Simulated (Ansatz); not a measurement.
**GaN with Sn replacing Ga — Sn-119 Mössbauer parameters**

Cell: a supercell of GaN (wurtzite type, P6_3mc) built from a COD entry, with the ions relaxed around the defect (PBE).

Space group P3m1 (No. 156); a = 6.3600, c = 10.3320 Å, γ = 120.00°.

```csv
site,Wyckoff,site symmetry,x,y,z
Sn,1a,3m.,0.0000,0.0000,0.0145
Ga2,1a,3m.,0.0000,0.0000,0.4765
Ga3,3d,.m.,0.0041,0.5021,0.9948
Ga4,3d,.m.,0.9971,0.4985,0.5011
Ga9,3d,.m.,0.1703,0.8297,0.2561
Ga10,3d,.m.,0.1657,0.8343,0.7389
Ga15,1c,3m.,0.6667,0.3333,0.2447
Ga16,1c,3m.,0.6667,0.3333,0.7511
N17,1a,3m.,0.0000,0.0000,0.2696
N18,1a,3m.,0.0000,0.0000,0.6770
N19,3d,.m.,0.0027,0.5013,0.1847
N20,3d,.m.,0.9939,0.4969,0.6867
N25,3d,.m.,0.1750,0.8250,0.4452
N26,3d,.m.,0.1743,0.8257,0.9240
N31,1c,3m.,0.6667,0.3333,0.4330
N32,1c,3m.,0.6667,0.3333,0.9391
```

One atom of each set is listed.

All values are calculated (Ansatz; DFT, PBE, plane waves and PAW, scalar-relativistic, 420 eV cutoff, Γ-centred 4×4×2 k-points, Fermi–Dirac smearing 0.01 eV, cell charge -1), not measured.

Isomer shifts (against SnO₂) follow from the electron density at the nucleus, δ = α(ρ − ρ₀), with α = 0.099 mm s⁻¹ a₀³ and ρ₀ = 183191.44 a₀⁻³ from a line fitted to 8 measured compounds at this level of theory (rms miss 0.12 mm/s). ΔE_Q = ½eQV_zz(1 + η²/3)^½ with Q = -0.132 b for the 23.9 keV state.

Task: What would the Sn-119 spectrum's parameters be?

Result: 

```
site  atoms                        first shell  ρ − ρ₀ (a₀⁻³)  δ (mm/s)  ΔE_Q (mm/s)     η
  Sn      1  3 N at 2.14 Å; also 1 N at 2.64 Å           27.0      2.66         1.07  0.00
```

The shift of Sn is typical of Sn(II), and the large splitting points to a stereochemically active lone pair.

The defect repeats with the cell of 32 atoms, so it feels its images: sites between two images don't show the values beside a lone defect, and zeros or small values of η there can come from the images' arrangement. The relaxation keeps the site symmetry 3m of the start, so the impurity can move only along its axis; a start off the site could end lower. A uniform background compensates the cell's charge. Without spin–orbit coupling (the program notes it for Sn) the gradients can shift somewhat, as the gap is small. The cell keeps the host's lattice, where the PBE pressure is 12 GPa (in a charged cell this depends on the convention for the mean potential).

The relaxation (11 steps) took 8.3 min of wall time (8.3 min of CPU time) and 1.1 GiB at its peak, on 1 thread of Arm Neoverse V2 (aarch64; 8 cores open to the job, memory cap 3.0 GiB, no GPU), a shared host with a load of 0.3 a core.
